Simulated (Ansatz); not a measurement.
Given:

LaN (CsCl type, Pm-3m), a = 3.1661 Å, b = 3.1661 Å, c = 3.1661 Å, α = 90.00°, β = 90.00°, γ = 90.00°.

This is the r²SCAN-relaxed structure.

Problem. All from plane-wave PAW r²SCAN (Ansatz code), unless another level is named. Give the bulk modulus (Birch–Murnaghan fit).

Solution. 1340 kbar.

Problem. Predict the elastic constants (relaxed ions, GPa).

Solution. C11 = 376, C12 = 14.0, C44 = -46.1.

The start of the workflow was typed in or built on a structure type; neither database checked (COD, Materials Project) lists it. COD files the formula under space group No. 225, so this cell is another polymorph or a model. Its standing as an ambient phase is unchecked. Symmetry was held in the r²SCAN relaxation. At this level the phase is mechanically unstable. As this level gives no gap, shear constants depend on the k-mesh and smearing (Fermi–Dirac, 0.1 eV here). Spin–orbit coupling is left out wherever it is not named.

Potentials: the later of the program's two PAW sets.
